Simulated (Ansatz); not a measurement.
This cell of BeTe (zinc blende) is off equilibrium:

```yaml
crystal:
  lattice:
    - [0.00000, 2.85647, 2.85647]
    - [2.85647, 0.00000, 2.85647]
    - [2.85647, 2.85647, 0.00000]
  atoms:
    - { symbol: Te, position: [0.75000, 0.75000, 0.75000] }
    - { symbol: Be, position: [0.00000, 0.00000, 0.00000] }
```

Calculation: r2SCAN (plane waves to 500 eV, PAW, scalar-relativistic; Ansatz, a program for electronic structure). k mesh 11×11×11 (Γ-centred), Fermi-Dirac smearing 0.05 eV. Energies are smeared free energies. Compression counts positive. BeTe was relaxed with its symmetry unable to fall. Spin-orbit coupling is left out, though Te is heavy.

Task: What is the stress tensor (GPa)?

Result: 
```
  -1.65     0.00     0.00
   0.00    -1.65     0.00
   0.00     0.00    -1.65
```
The pressure, a third of the trace, is -1.65 GPa.

Task: It is the relaxed cell scaled evenly to V/V₀ = 1.030, atoms relaxed where free. What is its energy relative to the relaxed cell?

Result: 3.6 meV/atom.

(A scan under strain: stresses follow from slopes of the energy per volume, elastic moduli from its curvatures.)
